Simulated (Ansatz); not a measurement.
TiB:
```xyz
8
Lattice="6.1047 0.0000 0.0000 0.0000 3.0469 0.0000 0.0000 0.0000 4.5553" Properties=species:S:1:pos:R:3 pbc="T T T"
Ti     4.1362     0.7617     1.7200
Ti     1.9684     2.2852     2.8353
Ti     5.0208     2.2852     3.9977
Ti     1.0839     0.7617     0.5577
B      3.2362     0.7617     4.1013
B      2.8684     2.2852     0.4541
B      5.9208     2.2852     1.8236
B      0.1839     0.7617     2.7317
```

Relaxed with r²SCAN.

### Question
Map the electron localisation function on the plane through (0.678, 0.250, 0.378) spanned by u = [1, 0, 0] and v = [0, 0, 1] in lattice vectors, from the program Ansatz at the r²SCAN level (PAW).

### Answer
x is the fraction of u, y of v (the angle between them is 90°; rows are the nearest grid lines); atoms in the plane: Ti at (0.00, 0.00), Ti at (0.50, 0.74), B at (0.85, 0.52), B at (0.35, 0.22).
```
| .*%=..-=++++=-::::-+*#*-..+%*. |
|.:#%=..:-=--:.......-+*+-..=##-.|
|*#%#-..:--:..:-++=:..:==-. :*%#*|
|##*=..:--:. :+#%%#*-..---. .-*##|
|==-..:===:..+##++#%+..:--:...:==|
|....:=+*=:.:*%=..=%*: .-==-:....|
|:::-=*##+:.-##-  -#*: :=+++++=-:|
|*+++*###+-.:*%+::+%*..-+***####*|
|%##***##*-..=####%#=.:=***++#%%%|
|@%#*++***=:.:+##%#=:.-*#+-.:=#@@|
|@%#+==+***=:..-==-..:+##=.  .*@@|
|@%#+=-=*##*+-......:+#%#=   .+@@|
|@%*=-=+*%%%%#+-::::=*%@%+.  :*@@|
|@%*+==*#%@@@@@#*+==+*%@@%+--+%@@|
|@%*+++#%@@@@@@@%#*++*#%@@%%%@@@@|
|%*+++#%@@@%#%@@@%#+++*#@@@@@@@@%|
|+===*#%@%*-:-#@@@#+==+*%@@@@@%*+|
|..:-+#%@#-   =%@@#+=-=+#%%%#+-:.|
|....-*%%*.   -#@@%*=-=+*##+-:...|
|+=:..=*#*:   =%@@%*+=++**+:..:=+|
|%%*-.:+#*=::-*%@@%**+***+-..-*#%|
|*#%*:.-+**++*#%%%#***##*+:.-*%#*|
|.:##-..=+***###*++++*##*=..=%#:.|
| .*%=..-=++++=-::::-+*#*-..+%*. |
```
Scale: ten equal steps from 0.001 (start of ' ') to 0.794 (end of '@'), in the order ' .:-=+*#%@'; x runs from 0.000 to 1.00, y from 0.000 (bottom) to 1.00 (top).

The density is the valence pseudo-density with augmentation charge, so density and ELF within about 1 Å of a nucleus are not all-electron values.

Space group Pnma. The workflow started from a Materials Project entry (that database holds measured and hypothetical structures alike); the Crystallography Open Database files this formula in space group No. 62, but the cells were not matched. Its standing as an ambient phase is unchecked. The cell was relaxed with r²SCAN under the symmetry of its start; whether a distortion lowers the energy is not shown. No spin polarisation was allowed.

Potentials: the later of the program's two PAW sets.
